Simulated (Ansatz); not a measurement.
The following input was run with Ansatz 0.2.0.

```yaml
crystal:
  lattice:
    - [0.0, 2.7109365658, 2.7109365658]
    - [2.7109365658, 0.0, 2.7109365658]
    - [2.7109365658, 2.7109365658, 0.0]
  atoms:
    - { symbol: K, position: [0.0, 0.0, 0.0] }
    - { symbol: F, position: [0.5, 0.5, 0.5] }
basis:
  ecutwfc: 500
kpoints:
  mp_grid: { grid: [8, 8, 8] }
hamiltonian:
  xc: r2scan
scf:
  occupations: { method: gaussian, width: 0.02 }
output:
  forces: true
  stress: true
  eigenvalues: true
```

Run as
```bash
ansatz run input.yaml --threads 1 --pin off --max-ram 2560MiB --backend cpu --events-out ev --progress --plain --runs-dir out
```

Computed with DFT r2SCAN, scalar-relativistic, plane waves, PAW in Ansatz 0.2.0.

Abridged output (iterations and final results):

```
SCF iter   1: F=—  HF=-2355.138875 eV  |F-HF|=—  |Δ(HF+E_count)|=         —  Δρ=7.29e-3  dr2=1.98e-2  dr2_τ=2.59e-2  ethr=1.77e-3  ⟨swp⟩=6.3  Hψ=2363  notcnv=0
SCF iter   2: F=—  HF=-2355.179513 eV  |F-HF|=—  |Δ(HF+E_count)|=   4.06e-2  Δρ=5.25e-3  dr2=4.02e-3  dr2_τ=8.91e-4  ethr=1.24e-4  ⟨swp⟩=3.0  Hψ=966  notcnv=0
SCF iter   3: F=—  HF=-2355.178584 eV  |F-HF|=—  |Δ(HF+E_count)|=   9.29e-4  Δρ=1.47e-3  dr2=3.34e-4  dr2_τ=5.91e-5  ethr=2.51e-5  ⟨swp⟩=2.0  Hψ=661  notcnv=0
SCF iter   4: F=—  HF=-2355.178547 eV  |F-HF|=—  |Δ(HF+E_count)|=   3.69e-5  Δρ=2.18e-4  dr2=4.80e-6  dr2_τ=1.68e-6  ethr=2.09e-6  ⟨swp⟩=3.0  Hψ=630  notcnv=0
SCF iter   5: F=—  HF=-2355.178551 eV  |F-HF|=—  |Δ(HF+E_count)|=   4.15e-6  Δρ=4.36e-5  dr2=5.24e-7  dr2_τ=1.12e-7  ethr=3.00e-8  ⟨swp⟩=2.0  Hψ=580  notcnv=0
SCF iter   6: F=-2355.178551 eV  HF=-2355.178551 eV  |F-HF|=8.15e-9  |Δ(HF+E_count)|=   2.60e-7  Δρ=4.85e-6  dr2=3.71e-9  dr2_τ=1.27e-9  ethr=6.25e-10  ⟨swp⟩=5.0  Hψ=1654  notcnv=0
SCF 1 converged in 6 iterations: F = -2355.178551 eV  dr2 = 3.71e-9
SCF converged after 6 iterations
Free energy (F): -2355.178551 eV
Harris-Foulkes:  -2355.178551 eV  (|F-HF|=8.15e-9)
Internal energy: -2355.178551 eV  (E = F + TS)
E sigma→0 (E₀):  -2355.178551 eV
Fermi energy:    3.930146 eV
--- Per-component energies (eV) ---
  E_band       = -144.394328
  E_kinetic    = 463.018661
  E_local      = -1134.739538  (includes V_loc(G=0)·N_el)
  E_nonlocal   = 85.165447
  E_hartree    = 410.358724
  E_xc         = -214.362298
  E_vxc        = -304.542985  (∫ρ·V_xc dr)
  E_paw        = -990.577126  (= ΣΔE_a)
  E_vpaw       = -94.106716  (= ΣTr[D̂ρ^β])
  E_aug_tail   = 0.001114  (compensation charges beyond the density's cutoff)
  E_vtau       = 20.093404  (kinetic-family band-sum trace: ∫τ·v_τ [+ j·A + Jᵃ·Aᵃ] dr)
  E_ewald      = -973.815959
  E_core_change = -0.227577  (= ΣΔE_core)
  E_smearing   =  0.000000  (= −TS)
--- Forces (eV/Å), atoms counted from 1 ---
  atom   1  K      0.00000000     0.00000000     0.00000000
  atom   2  F      0.00000000     0.00000000     0.00000000
--- Stress (GPa, compression-positive) ---
       -1.772504       0.000000       0.000000
        0.000000      -1.772504       0.000000
        0.000000       0.000000      -1.772504
  P = ⅓ Tr σ = -1.7725 GPa (-17.725 kbar)
--- Band table (eV; the first three rows and the last of 29) ---
  k-point 0: bands = ["-26.5420", "-19.1403", "-9.0537", "-9.0537", "-9.0537", "0.6282", "0.6282", "0.6282", "7.2321", "11.9639", "11.9639", "11.9639"]
  k-point 1: bands = ["-26.5307", "-19.1499", "-9.0913", "-9.0586", "-9.0586", "0.5040", "0.5823", "0.5823", "7.6478", "11.6657", "12.1673", "12.1673"]
  k-point 2: bands = ["-26.5034", "-19.1734", "-9.1814", "-9.0703", "-9.0703", "0.2369", "0.4738", "0.4738", "8.6959", "11.2421", "12.6713", "12.6713"]
  k-point 28: bands = ["-26.4452", "-19.1724", "-9.3887", "-9.3887", "-9.1352", "0.2687", "0.4645", "0.4645", "10.8085", "10.8085", "12.5088", "14.6529"]
```

The calculation finished and met its thresholds.

Time: 2 s on 1 thread of Arm Neoverse V2, with other jobs on the host, peak memory 0.38 GiB.